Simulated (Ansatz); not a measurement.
## PtS2: levels along high-symmetry lines

```xyz
3
Lattice="3.5432 0.0000 0.0000 -1.7716 3.0685 0.0000 0.0000 0.0000 5.0388" Properties=species:S:1:pos:R:3 pbc="T T T"
Pt    0.0000    0.0000    0.0000
S     0.0000    2.0457    1.2597
S     1.7716    1.0228    3.7791
```

Atoms are numbered in the order listed.

The cell is COD entry 1534743, as deposited and not checked against the literature; nothing was relaxed. Its inner coordinates are ideal values, not refined ones.

Spin–orbit coupling is left out, though it moves levels of the heavy atoms by tenths of an eV or more.

Theory: DFT, PBE, all-electron LAPW, scalar-relativistic (Ansatz 0.2.0).

Numerical set-up: a Γ-centred 12×12×7 k mesh, Fermi–Dirac smearing of 0.08 eV, basis error target 1 meV/atom, no spin polarisation.

Points in fractions of the reciprocal vectors of this cell: Γ (0, 0, 0), M (0.5, 0, 0), K (0.333, 0.333, 0), A (0, 0, 0.5), L (0.5, 0, 0.5), H (0.333, 0.333, 0.5). The path joins them by straight lines in the order Γ–M–K–Γ–A–L–H–A–L; legs that retrace an earlier one aren't tabulated. Energies are in eV from the top of the valence band.

(1) Metal or insulator at this level of theory?

(2) Tabulate bands 31 to 38, counted from the lowest band of the run, along the path.

Results:

(1) An insulator or semiconductor: gap 0.52 eV.

(2) 
```
k (1/Å)  point  band 31  band 32  band 33  band 34  band 35  band 36  band 37  band 38
   0.00      Γ    -3.81    -2.24    -1.14    -1.14     0.00     1.77     1.77     4.48
   0.15           -3.86    -2.38    -1.23    -1.13    -0.07     1.62     1.75     4.85
   0.29           -3.98    -2.72    -1.41    -1.18    -0.37     1.48     1.74     5.56
   0.44           -4.08    -3.05    -1.60    -1.37    -0.89     1.52     1.82     5.73
   0.59           -4.09    -3.26    -1.94    -1.71    -1.39     1.53     2.00     5.42
   0.73           -3.92    -3.42    -2.40    -2.16    -1.82     1.43     2.20     5.29
   0.88           -3.60    -3.55    -2.78    -2.65    -2.29     1.31     2.35     5.32
   1.02      M    -3.52    -3.23    -3.08    -3.01    -2.54     1.27     2.41     5.36
   1.11           -3.54    -3.53    -3.00    -3.00    -2.28     1.25     2.28     5.34
   1.19           -4.03    -3.48    -3.04    -2.81    -1.88     1.17     1.97     5.25
   1.28           -4.28    -3.34    -3.11    -2.57    -1.53     1.05     1.57     5.11
   1.36           -4.37    -3.20    -3.15    -2.29    -1.29     0.90     1.17     4.96
   1.45           -4.46    -3.30    -2.96    -2.00    -1.19     0.74     0.83     4.83
   1.53           -4.52    -3.40    -2.84    -1.71    -1.24     0.61     0.62     4.75
   1.61      K    -4.57    -3.44    -2.79    -1.44    -1.44     0.56     0.56     4.73
   1.78           -4.63    -3.23    -2.90    -2.05    -1.00     0.55     0.92     4.82
   1.95           -4.69    -2.96    -2.91    -2.39    -0.68     0.63     1.50     5.09
   2.12           -4.70    -3.12    -2.57    -2.02    -0.49     0.83     1.86     5.55
   2.29           -4.51    -3.10    -1.96    -1.67    -0.41     1.16     1.83     6.11
   2.46           -4.20    -2.83    -1.45    -1.36    -0.33     1.51     1.61     5.91
   2.63           -3.89    -2.42    -1.26    -1.14    -0.09     1.60     1.72     4.96
   2.80      Γ    -3.81    -2.24    -1.14    -1.14     0.00     1.77     1.77     4.48
   2.89           -3.81    -2.25    -1.15    -1.15    -0.08     1.80     1.80     4.51
   2.98           -3.82    -2.29    -1.20    -1.20    -0.30     1.90     1.90     4.61
   3.06           -3.82    -2.36    -1.27    -1.27    -0.59     2.03     2.03     4.78
   3.15           -3.83    -2.48    -1.34    -1.34    -0.88     2.18     2.18     4.99
   3.24           -3.83    -2.65    -1.40    -1.40    -1.10     2.31     2.31     5.22
   3.33           -3.84    -2.82    -1.44    -1.44    -1.23     2.41     2.41     5.41
   3.42      A    -3.84    -2.89    -1.45    -1.45    -1.27     2.44     2.44     5.48
   3.57           -3.90    -2.72    -2.07    -1.39    -0.71     2.06     2.30     5.77
   3.71           -4.03    -2.65    -2.29    -1.26    -0.33     1.30     1.96     5.95
   3.86           -4.12    -2.95    -1.82    -1.22    -0.56     0.86     1.62     5.48
   4.01           -4.07    -3.07    -1.81    -1.39    -1.07     1.00     1.41     5.08
   4.15           -3.84    -3.07    -2.51    -1.78    -1.17     1.36     1.41     4.87
   4.30           -3.44    -3.16    -2.82    -2.29    -1.36     1.37     1.87     4.86
   4.44      L    -3.28    -3.09    -2.74    -2.69    -1.50     1.38     2.07     4.91
   4.53           -3.36    -3.10    -2.99    -2.45    -1.54     1.39     2.10     4.97
   4.61           -3.64    -3.13    -3.12    -2.24    -1.67     1.41     2.16     5.15
   4.70           -3.99    -3.20    -3.19    -2.10    -1.83     1.47     2.22     5.46
   4.78           -4.25    -3.33    -3.24    -2.02    -1.99     1.58     2.24     5.85
   4.87           -4.35    -3.55    -3.30    -2.08    -1.99     1.73     2.21     6.29
   4.95           -4.37    -3.80    -3.35    -2.09    -2.00     1.89     2.13     6.67
   5.04      H    -4.37    -3.96    -3.37    -2.05    -2.05     2.03     2.03     6.83
   5.20           -4.40    -3.47    -3.24    -2.23    -1.87     1.80     2.07     6.51
   5.37           -4.43    -2.93    -2.73    -2.28    -1.68     1.62     1.66     6.17
   5.54           -4.46    -2.96    -1.93    -1.57    -1.56     0.99     1.50     6.00
   5.71           -4.51    -2.97    -1.77    -1.21    -0.68     0.58     1.49     6.01
   5.88           -4.25    -2.75    -2.18    -1.18    -0.29     1.07     1.78     6.25
   6.05           -3.93    -2.67    -2.18    -1.37    -0.63     1.96     2.24     5.86
   6.22      A    -3.84    -2.89    -1.45    -1.45    -1.27     2.44     2.44     5.48
```
